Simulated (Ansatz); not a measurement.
# Data sheet: Os (DFT)

Os:
```yaml
crystal:
  lattice:
    - [0.00000, 1.91592, 1.91592]
    - [1.91592, 0.00000, 1.91592]
    - [1.91592, 1.91592, 0.00000]
  atoms:
    - { symbol: Os, position: [0.00000, 0.00000, 0.00000] }
```

Space group Fm-3m (No. 225), fcc (Cu type); conventional cell a = b = c = 3.832 Å, α = β = γ = 90.00°.

Method: r²SCAN (plane waves, PAW; program Ansatz). Geometry: relaxed at this level of theory. Other levels are named where they apply.

### Cell and energy

- Volume per atom = 14.07 Å³
- Density = 22.46 g/cm³

### Electronic structure

- Electronic character: metallic (no gap)
- Density of states at the Fermi level: 0.71 states/eV per atom (mean over ±0.08 eV)
- Gap with spin–orbit coupling: none (metallic)

### Mechanics

- Bulk modulus (Birch–Murnaghan fit): 419 GPa
- Pressure derivative B′: 4.7
- Elastic constants (relaxed ions, GPa): C11 = 642, C12 = 309, C44 = 342
- Mechanical stability: stable (all eigenvalues of C positive)
- Hill bulk and shear moduli: 420 and 256 GPa
- Young's modulus: 638 GPa
- Poisson's ratio: 0.25
- Debye temperature from the elastic constants: 462 K

A made-up cell: these elements were put on the sites of a structure type; the Crystallography Open Database files this formula in space group No. 225, but the cells were not matched. It is not the phase usual at ambient conditions (space group No. 194). The cell was relaxed with r²SCAN under the symmetry of its start; whether a distortion lowers the energy is not shown. The run is not spin-polarised. As this level gives no gap, shear constants depend on the k-mesh and smearing (Fermi–Dirac, 0.1 eV here). Spin–orbit coupling is left out wherever it is not named.

Potentials: the later of the program's two PAW sets.
